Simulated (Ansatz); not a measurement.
Ta2N:
```xyz
3
Lattice="3.0749 0.0000 0.0000 -1.5375 2.6630 0.0000 0.0000 0.0000 4.8914" Properties=species:S:1:pos:R:3 pbc="T T T"
N      0.0000     0.0000     0.0000
Ta     0.0000     1.7753     1.2547
Ta     1.5375     0.8877     3.6368
```

Relaxed with r²SCAN. Special points in fractions of this cell's reciprocal vectors: Γ (0.000, 0.000, 0.000); M (0.500, 0.000, 0.000); K (0.333, 0.333, 0.000); A (0.000, 0.000, 0.500); L (0.500, 0.000, 0.500); H (0.333, 0.333, 0.500).

List the band energies nearest the Fermi level at these points for the program Ansatz at the r²SCAN with spin–orbit coupling level (PAW).

In eV from the Fermi level; about four levels below and three above (degenerate sets whole), none deeper than 8.9 eV; points with the same levels are listed once.

| k | below | above |
|---|---|---|
| Γ | -0.87 -0.87 -0.50 -0.50 | 0.04 0.04 0.08 0.08 |
| M | -2.95 -2.95 -1.61 -1.61 | 1.57 1.57 2.16 2.16 |
| K | -3.03 -3.03 -2.91 -2.91 | 1.39 1.39 1.41 1.41 |
| A | -1.25 -1.25 -0.87 -0.87 | 1.71 1.71 2.16 2.16 |
| L | -2.31 -2.31 -0.56 -0.56 | 0.77 0.77 3.63 3.63 |
| H | -2.35 -2.35 -2.10 -2.10 | 0.71 0.71 0.98 0.98 0.98 0.98 |

Space group P-3m1 (anti-CdI2 type). Symmetry was held in the r²SCAN relaxation. No spin polarisation was allowed. The volume moved by 19 % from the start of the relaxation. With an odd number of electrons in the cell and no spin polarisation, the count alone makes it a metal.

Potentials: the later of the program's two PAW sets.
